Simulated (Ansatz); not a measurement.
An Ansatz (a quantum-chemistry and plane-wave program) run. Input:

Ansatz 0.2 input:
```yaml
crystal:
  lattice:
    - [3.2286783469, 0.0, 0.0]
    - [0.0, 3.2286783469, 0.0]
    - [0.0, 0.0, 3.2286783469]
  atoms:
    - { symbol: Sc, position: [0.5, 0.5, 0.5] }
    - { symbol: Pt, position: [0.0, 0.0, 0.0] }
kpoints:
  mp_grid: { grid: [13, 13, 13] }
hamiltonian:
  xc: lda
  pseudopotentials: { kind: paw }
scf:
  occupations: { method: fermi_dirac, width: 0.1 }
phonons:
  method: dfpt
  response_accuracy: low
  eigenvectors: true
  rigid_motions: translations
```

Output (shortened):

```
Pseudopotential: Sc, paw, valence charge 11
Pseudopotential: Pt, paw, valence charge 18
Functional definition: SPW92
Crystal: 2 atoms, lattice volume = 33.657 Å³
Basis set: ecut = 420 eV, 691 PW (Γ), exchange–correlation on 48×48×48 points (8 copies of the dense FFT grid, shifted against one another)
Bands: 19, of which v1, the nominal top of the filled ones, is band 15 counted from 1 (14 counted from 0)
Symmetry: 48 space group operations
k-points: 196 of 2197 (irreducible under 8 space group operations, time reversal used)
SCF iter   1: F=—  HF=-14336.508701 eV  |F-HF|=—  |Δ(HF+E_count)|=         —  Δρ=8.19e-3  dr2=2.44e-2  ethr=1.77e-3  ⟨swp⟩=4.2  Hψ=14563  notcnv=0
preconditioner: auto → none
SCF iter   2: F=—  HF=-14336.505915 eV  |F-HF|=—  |Δ(HF+E_count)|=   2.79e-3  Δρ=4.72e-3  dr2=9.39e-3  ethr=8.41e-5  ⟨swp⟩=1.1  Hψ=5322  notcnv=0
SCF iter   3: F=—  HF=-14336.504221 eV  |F-HF|=—  |Δ(HF+E_count)|=   1.69e-3  Δρ=5.16e-4  dr2=1.53e-4  ethr=3.24e-5  ⟨swp⟩=2.1  Hψ=4553  notcnv=0
SCF iter   4: F=—  HF=-14336.504207 eV  |F-HF|=—  |Δ(HF+E_count)|=   1.35e-5  Δρ=9.23e-5  dr2=1.96e-6  ethr=5.27e-7  ⟨swp⟩=2.1  Hψ=4762  notcnv=0
SCF iter   5: F=—  HF=-14336.504208 eV  |F-HF|=—  |Δ(HF+E_count)|=   5.79e-7  Δρ=1.03e-5  dr2=3.60e-8  ethr=6.77e-9  ⟨swp⟩=2.8  Hψ=6821  notcnv=0
SCF iter   6: F=—  HF=-14336.504208 eV  |F-HF|=—  |Δ(HF+E_count)|=   5.11e-9  Δρ=1.37e-6  dr2=4.01e-10  ethr=1.24e-10  ⟨swp⟩=2.3  Hψ=5585  notcnv=0
SCF iter   7: F=-14336.504208 eV  HF=-14336.504208 eV  |F-HF|=3.64e-12  |Δ(HF+E_count)|=  6.91e-11  Δρ=1.01e-7  dr2=1.90e-12  ethr=1.00e-12  ⟨swp⟩=3.2  Hψ=16706  notcnv=0
SCF 1 converged in 7 iterations: F = -14336.504208 eV  dr2 = 1.90e-12
DFPT response loops at Γ: preconditioner auto → Kerker (q_TF=auto, 2.661 Å⁻¹) (partly filled bands, converged f_vac=0.000) …
SCF converged after 7 iterations
Free energy (F): -14336.504208 eV
Harris-Foulkes:  -14336.504208 eV  (|F-HF|=3.64e-12)
Internal energy: -14336.461131 eV  (E = F + TS)
E sigma→0 (E₀):  -14336.482670 eV
Entropy (-TS):   -0.043076 eV (-21.538 meV/atom)
Fermi energy:    17.681008 eV
--- Per-component energies (eV) ---
  E_band       = -318.709465
  E_kinetic    = 904.047443
  E_local      = -2443.546618  (includes V_loc(G=0)·N_el)
  E_nonlocal   = 291.334461
  E_hartree    = 888.769548
  E_xc         = -366.337271
  E_vxc        = -434.955210  (∫ρ·V_xc dr)
  E_paw        = -10087.795497  (= ΣΔE_a)
  E_vpaw       = -413.128751  (= ΣTr[D̂ρ^β])
  E_aug_tail   = 0.000169  (compensation charges beyond the density's cutoff)
  E_ewald      = -3523.702159
  E_core_change = 0.768792  (= ΣΔE_core)
  E_smearing   = -0.043076  (= −TS)
  E_closure    = 0.000000  (closes the sum)
  Σ components = -14336.504208   (vs F -14336.504208, Δ=0.00e0)
  [band-id]    e_kinetic+e_local+e_nonlocal+2·e_hartree+e_vxc+e_vpaw+e_augmentation_tail = -318.709409   (vs E_band -318.709465, Δ=5.57e-5)
--- Band table (eV; the first three rows and the last of 196) ---
  k-point 0: bands = ["-81.2080", "-35.3127", "-35.3127", "-35.3127", "-31.5324", "-10.3374", "-10.3374", "-10.3374", "9.3477", "12.1657", "12.1657", "14.7079", "14.7079", "14.7079", "19.1588", "19.1588", "21.2876", "21.2876", "21.2876"]
  k-point 1: bands = ["-81.2080", "-35.3157", "-35.3125", "-35.3125", "-31.5302", "-10.3544", "-10.3367", "-10.3367", "9.4611", "12.2065", "12.2402", "14.6831", "14.6831", "14.7301", "19.0690", "19.1825", "21.0358", "21.0358", "21.2419"]
  k-point 2: bands = ["-81.2078", "-35.3238", "-35.3119", "-35.3119", "-31.5242", "-10.4012", "-10.3348", "-10.3348", "9.7905", "12.3244", "12.4548", "14.6157", "14.6157", "14.7931", "18.8175", "19.2143", "20.4872", "20.4872", "21.1145"]
  k-point 195: bands = ["-81.2050", "-35.3479", "-35.3479", "-35.3479", "-31.4574", "-10.5525", "-10.5525", "-10.5517", "13.1514", "13.1995", "13.1995", "15.6901", "15.6901", "15.9799", "16.5837", "16.5837", "21.1243", "21.4364", "21.4364"]
--- Phonons (Γ-DFPT): 2 representative perturbations + reference, on 196 of 2197 k-points (Σ response iterations 5) ---
  ASR residual: 8.206e-4 → 0.000e0 eV/Å²; symmetrization residual: 2.580e-4 eV/Å²
  ASR residual per site (eV/Å²): 8.21e-4 1.79e-4
  Γ frequencies (cm⁻¹): 0.00 0.00 0.00 174.42 174.42 174.42
  non-analytic LO–TO correction: not included (Born effective charges unavailable; polar crystals: no LO–TO splitting at Γ)
```

Cost: around 40 core-seconds (rough) on shared cores.

Space group Pm-3m (CsCl type). The workflow started from a Materials Project entry (that database holds measured and hypothetical structures alike); the Crystallography Open Database files this formula in space group No. 221, but the cells were not matched. Its standing as an ambient phase is unchecked. The LDA relaxation kept the symmetry of its start; of distortions, only those at the zone centre were tested. No spin polarisation was allowed. As this level gives no gap, phonon frequencies hold no LO–TO term and depend on the k-mesh and smearing (Fermi–Dirac, 0.1 eV here). Spin–orbit coupling is left out wherever it is not named.

Potentials: the later of the program's two PAW sets.

Ansatz is a plane-wave DFT program.
